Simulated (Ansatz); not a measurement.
Sr$_{3}$SnO (anti-perovskite, space group No. 221), a = 5.0918 Å, b = 5.0918 Å, c = 5.0918 Å, α = 90.00°, β = 90.00°, γ = 90.00°.

Relaxed with PBEsol. PBEsol (plane waves, PAW; program Ansatz) gives no gap.

**Question.** What gap does HSE06 give on the same cell (Ansatz, PAW)?

**Answer.** 0.16 eV. The hybrid was solved on a coarser mesh and at special points; the gap given is the minimum over both. On such a mesh it can open a false gap in a semimetal.

```json
[
 {"k": "Γ", "v1 PBEsol": "0.00", "c1 PBEsol": "0.00", "v1 HSE06": "0.00", "c1 HSE06": "0.16"},
 {"k": "R", "v1 PBEsol": "-1.16", "c1 PBEsol": "0.74", "v1 HSE06": "…", "c1 HSE06": "…"},
 {"k": "M", "v1 PBEsol": "-1.28", "c1 PBEsol": "1.52", "v1 HSE06": "…", "c1 HSE06": "…"},
 {"k": "X", "v1 PBEsol": "-0.97", "c1 PBEsol": "0.92", "v1 HSE06": "…", "c1 HSE06": "…"}
]
```

**Question.** Top valence (v1) and lowest conduction level (c1) in eV from each method's valence maximum (which need not be a listed point): supply the withheld HSE06 values.

**Answer.** 
- M, v1 HSE06: -1.34
- M, c1 HSE06: 2.08
- X, v1 HSE06: -0.99
- X, c1 HSE06: 1.53
- R, v1 HSE06: -1.32
- R, c1 HSE06: 1.31

Cost on shared cores: the PBEsol run (SCF on a 8×8×8 mesh, then bands and DOS) around 28 core-seconds (rough), the HSE06 run (SCF on 3×3×3, then a few points) about 60 core-seconds (a rough figure); the tasks are unlike.

Space group Pm-3m (anti-perovskite). The workflow started from an entry of the Crystallography Open Database (COD). Its standing as an ambient phase is unchecked. Symmetry was held in the PBEsol relaxation; whether a distortion lowers the energy is not shown. A small band overlap can be real or an error of a semilocal functional. Scalar-relativistic: spin–orbit coupling is off unless named, which matters more the heavier the elements.

Potentials: the later of the program's two PAW sets.
